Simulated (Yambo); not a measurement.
How GW settings move the gap: VZn2N3

G0W0@LDA for VZn2N3 (space group Cmc2_1, No. 36) in Yambo. Reference settings: 2×2×2 Γ-centred k mesh, bands 19 to 243 and a 7 Ry block in the screening, 243 bands in G with the Bruneval-Gonze terminator, plasmon pole fitted at 27.2 eV. The LDA gap (-0.5, -0.5, 0) → (-0.5, -0.5, 0) on this mesh is 1.35 eV; G0W0 gaps are taken between the same points.

```tsv
change from the reference	G0W0 gap (-0.5, -0.5, 0) → (-0.5, -0.5, 0) (eV)	shift of the valence edge (eV)	rough Yambo cost
reference settings	2.57	-0.17	1
119 bands in W, 119 bands in G	2.57	0.02	about 1/2
173 bands in W, 173 bands in G	2.57	-0.10	within a factor of two
119 bands in G	2.52	-0.11	–
173 bands in G	2.56	-0.16	–
138 bands in W	2.60	-0.07	within a factor of two
1 Ry block	3.70	-0.12	within a factor of two
3 Ry block	2.91	-0.04	within a factor of two
6 Ry block	2.59	-0.14	within a factor of two
pole fitted at 40 eV	2.59	-0.22	–
no random integration	2.53	0.07	–
119 bands in G, no terminator	2.58	0.55	–
173 bands in G, no terminator	2.66	0.21	–
no terminator	2.66	0.05	–
```

The reference isn't shown to be the converged limit. Costs are rough (shared machines), scaled to the same edge states, and given only for runs that recompute the screening. The mesh misses a band edge: along a dense path the LDA gap is 1.17 eV against 1.35 eV on the mesh.

The 3d shell has no Hubbard U; the runs are without spin polarisation, and magnetic order was not tried.

Geometry of the Materials Project entry, not relaxed at this level; primitive cell a = 5.5033 Å, b = 5.5033 Å, c = 5.2398 Å, α = 90.00°, β = 90.00°, γ = 60.71°.

The structure is a Materials Project entry; no match was found in the copy of COD used, and its stability was not checked.

A shift is the quasiparticle energy of the state minus its LDA energy.
